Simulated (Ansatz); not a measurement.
CdTe (zinc blende)

```
CELL_PARAMETERS angstrom
      0.00000     3.30930     3.30930
      3.30930     0.00000     3.30930
      3.30930     3.30930     0.00000
ATOMIC_POSITIONS crystal
  Te 0.75000 0.75000 0.75000
  Cd 0.00000 0.00000 0.00000
```

The relaxed cell is deformed in two ways at once: its volume V is scaled, and at that volume it is stretched along z (the c axis of the conventional cell) so that c/a changes. Fractional atomic positions are held.

These are PBE (plane waves to 420 eV, PAW, scalar-relativistic; Ansatz, a first-principles code) values and carry that method's errors. k mesh 9×9×9 (Γ-centred), Fermi-Dirac smearing 0.05 eV. E stands for the smeared free energy. CdTe was relaxed with its symmetry unable to fall. Spin-orbit coupling is left out, though Te is heavy. The PAW data are Ansatz's earlier set. The zero of ΔE is the relaxed starting cell.

```
ΔE (eV/atom)          V/V₀ = 0.920  V/V₀ = 0.947  V/V₀ = 0.973  V/V₀ = 1.000  V/V₀ = 1.027  V/V₀ = 1.053  V/V₀ = 1.080
--------------------  ------------  ------------  ------------  ------------  ------------  ------------  ------------
(c/a)/(c/a)₀ = 0.880        0.0423        0.0268        0.0189        0.0173        0.0213        0.0300        0.0427
(c/a)/(c/a)₀ = 0.920        0.0356        0.0191           ___        0.0078        0.0110        0.0190        0.0311
(c/a)/(c/a)₀ = 0.960           ___        0.0143        0.0048        0.0020        0.0048        0.0124        0.0242
(c/a)/(c/a)₀ = 1.000        0.0299        0.0126        0.0030        0.0000        0.0027           ___        0.0218
(c/a)/(c/a)₀ = 1.040           ___        0.0143        0.0049        0.0020        0.0048        0.0124        0.0241
(c/a)/(c/a)₀ = 1.080        0.0363        0.0196           ___        0.0081        0.0112        0.0190        0.0311
(c/a)/(c/a)₀ = 1.120        0.0446        0.0287        0.0202        0.0183        0.0218        0.0301        0.0425
```

Fill in the missing entries.


- (c/a)/(c/a)₀ = 0.920, V/V₀ = 0.973: 0.0102
- (c/a)/(c/a)₀ = 0.960, V/V₀ = 0.920: 0.0314
- (c/a)/(c/a)₀ = 1.000, V/V₀ = 1.053: 0.0102
- (c/a)/(c/a)₀ = 1.040, V/V₀ = 0.920: 0.0315
- (c/a)/(c/a)₀ = 1.080, V/V₀ = 0.973: 0.0106

(Under strain, the slope of the energy per volume gives the stress and its curvature an elastic modulus.)
